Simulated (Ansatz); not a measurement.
**ZrRuP: a fit and a missing row**

ZrRuP, P-62m, a = 6.444 Å, c = 3.811 Å. The structure is a Materials Project entry; whether it is the stable form wasn't checked. Ansatz: r2SCAN, PAW, 500 eV, Γ-centred 6×6×10 mesh on 9 atoms, Gaussian smearing 0.10 eV; no spin polarisation. Shape and atoms are relaxed at each volume; pressure is positive in compression.

| V (Å³/atom) | P (GPa) |
| --- | --- |
| 14.311 | 15.71 |
| 14.768 | 7.20 |
| 15.225 | -0.02 |
| 15.682 | -6.15 |
| 16.138 | ? |

Q: Take V0 = 15.225 Å³/atom, count pressures from its P0 = -0.02 GPa, fit the third-order Birch–Murnaghan form to the other rows, and predict the missing pressure.

A: With the Eulerian strain f = ½[(V0/V)^(2/3) − 1] and y = (P − P0)/[3f(1 + 2f)^(5/2)], the form is the line y = B0 + 1.5 B0 (B0′ − 4) f. Rows (f, y): 0.02107, 224.5; 0.01026, 223.0; -0.00976, 219.9. Means f = 0.007190, y = 222.47; Σ(Δf)² = 0.0004894, ΣΔfΔy = 0.07336; the slope is their ratio. y = 221.4 + 149.9 f GPa, so B0 = 221.4 GPa and B0′ = 4 + 2 × (149.9)/(3 × 221.4) = 4.45. At V = 16.138, f = -0.01904, y = 218.55 and P = -11.35 GPa. The run gave -11.33 GPa, so the fit is 0.02 GPa too low, a small miss on the scale of the series. The form still works here, 33 % of the fitted range beyond its end.

Cost: 5 runs of about 41 core-minutes in all, on Intel Xeon Processor @ 2.50GHz (Skylake/Cascade Lake) (shared hosts).